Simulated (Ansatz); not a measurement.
Input file for Ansatz (a first-principles code):

Ansatz 0.2 input:
```yaml
crystal:
  lattice:
    - [3.4674004949, 2.3257777402, 0.0]
    - [-3.4674004949, 2.3257777402, 0.0]
    - [-0.0011401499, 0.0, 7.214108171]
  atoms:
    - { symbol: Ag, position: [0.9986054643, 0.0013945357, 0.4994435588] }
    - { symbol: Ag, position: [0.6048766484, 0.3951233516, 0.7495376708] }
    - { symbol: Ag, position: [0.392102023, 0.607897977, 0.2495643163] }
    - { symbol: Ag, position: [0.9983726463, 0.0016273537, 0.9994417836] }
    - { symbol: S, position: [0.7718853498, 0.2281146502, 0.2494939679] }
    - { symbol: S, position: [0.225097868, 0.774902132, 0.7495487026] }
kpoints:
  mp_grid: { grid: [7, 7, 4] }
basis: { xc_grid: 2, fft_grid_basis: typed }
hamiltonian:
  xc: pbesol
  pseudopotentials: { kind: paw }
scf:
  occupations: { method: fixed }
checkpoint: { read: static.run }
output: { write_density: true, elf: true, volumetric_format: npy }
```

Output (shortened):

```
Pseudopotential: Ag, paw, valence charge 19
Pseudopotential: S, paw, valence charge 6
Functional definition: PBEsol
Crystal: 6 atoms, lattice volume = 116.355 Å³
Basis set: ecut = 420 eV, 2265 PW (Γ), exchange–correlation on 60×60×100 points (8 copies of the dense FFT grid, shifted against one another)
Bands: 53, of which v1, the nominal top of the filled ones, is band 44 counted from 1 (43 counted from 0)
Symmetry: 2 space group operations
Space group: Cm (ITA 8), of the structure as read, at distance tolerance 4.9e-5 Å
k-points: 60 of 196 (time reversal used)
Stability of the state it starts from, as read at its close in the unpolarized treatment …
iter 1 solved again at ethr=1.24e-7 eV; its pass at ethr=3.10e-3 eV (dr2=1.09e-4 eV) is discarded
SCF iter   1: F=—  HF=-31858.962680 eV  |F-HF|=—  |Δ(HF+E_count)|=         —  Δρ=6.32e-7  dr2=3.77e-10  ethr=1.24e-7  ⟨swp⟩=3.0  Hψ=17009  notcnv=0  defer=420
preconditioner: auto → Resta (q_TF=auto, 2.604 Å⁻¹)
SCF iter   2: F=—  HF=-31858.962687 eV  |F-HF|=—  |Δ(HF+E_count)|=   6.87e-6  Δρ=4.64e-7  dr2=1.93e-10  ethr=1.00e-12  ⟨swp⟩=10.4  Hψ=14767  notcnv=0
SCF iter   3: F=-31858.962687 eV  HF=-31858.962687 eV  |F-HF|=3.64e-11  |Δ(HF+E_count)|=  4.73e-11  Δρ=2.59e-7  dr2=5.95e-11  ethr=1.00e-12  ⟨swp⟩=1.0  Hψ=6434  notcnv=0
SCF 1 converged in 3 iterations: F = -31858.962687 eV  dr2 = 5.95e-11
SCF converged after 3 iterations
Free energy (F): -31858.962687 eV
Harris-Foulkes:  -31858.962687 eV  (|F-HF|=3.64e-11)
Internal energy: -31858.962687 eV  (E = F + TS)
E sigma→0 (E₀):  -31858.962687 eV
Fermi energy:    11.422617 eV
--- Per-component energies (eV) ---
  E_band       = -1269.664428
  E_kinetic    = 2323.549314
  E_local      = -11422.056474  (includes V_loc(G=0)·N_el)
  E_nonlocal   = 392.357940
  E_hartree    = 5102.846466
  E_xc         = -924.055384
  E_vxc        = -1108.322322  (∫ρ·V_xc dr)
  E_paw        = -16510.613837  (= ΣΔE_a)
  E_vpaw       = -1660.887607  (= ΣTr[D̂ρ^β])
  E_aug_tail   = 0.001167  (compensation charges beyond the density's cutoff)
  E_ewald      = -10822.406734
  E_core_change = 1.414855  (= ΣΔE_core)
  E_smearing   =  0.000000  (= −TS)
  E_closure    =  0.000000  (closes the sum)
  Σ components = -31858.962687   (vs F -31858.962687, Δ=0.00e0)
  [band-id]    e_kinetic+e_local+e_nonlocal+2·e_hartree+e_vxc+e_vpaw+e_augmentation_tail = -1269.665049   (vs E_band -1269.664428, Δ=-6.21e-4)
--- Band table (eV; the first three rows and the last of 60) ---
  k-point 0: bands = ["-79.7237", "-79.7232", "-79.6549", "-79.6547", "-43.3479", "-43.3449", "-43.2463", "-43.2218", "-43.2173", "-43.1932", "-43.1764", "-43.1722", "-43.1689", "-43.1597", "-43.1431", "-43.1426", "-2.0316", "-1.4195", "5.4663", "5.5238", …
  k-point 1: bands = ["-79.7237", "-79.7232", "-79.6548", "-79.6548", "-43.3474", "-43.3453", "-43.2442", "-43.2299", "-43.2092", "-43.1952", "-43.1761", "-43.1737", "-43.1667", "-43.1607", "-43.1430", "-43.1427", "-1.9517", "-1.5207", "5.6281", "5.7054", …
  k-point 2: bands = ["-79.7236", "-79.7232", "-79.6548", "-79.6548", "-43.3466", "-43.3461", "-43.2386", "-43.2384", "-43.2009", "-43.2007", "-43.1753", "-43.1752", "-43.1635", "-43.1633", "-43.1429", "-43.1428", "-1.7466", "-1.7466", "5.8813", "5.8814", …
  k-point 59: bands = ["-79.7236", "-79.7232", "-79.6548", "-79.6548", "-43.3477", "-43.3458", "-43.2458", "-43.2307", "-43.2090", "-43.1942", "-43.1736", "-43.1725", "-43.1697", "-43.1671", "-43.1429", "-43.1392", "-1.5387", "-1.3526", "5.4938", "5.8251", …
```

Cost: around 24 core-seconds (rough) on shared cores.

Space group Cmcm. The first step of the workflow began from a Materials Project structure, measured or hypothetical; the Crystallography Open Database copy checked does not list it. COD files the formula under space group No. 4, 14, so this cell is another polymorph or a model. Its standing as an ambient phase is unchecked. Symmetry was held in the PBEsol relaxation; whether a distortion lowers the energy is not shown. The run is not spin-polarised. Point labels and valley counts follow the cell and symmetry of the run, lower than the named group. Scalar-relativistic: spin–orbit coupling is off unless named, which matters more the heavier the elements.

Potentials: the later of the program's two PAW sets.

Ansatz is a plane-wave DFT program.
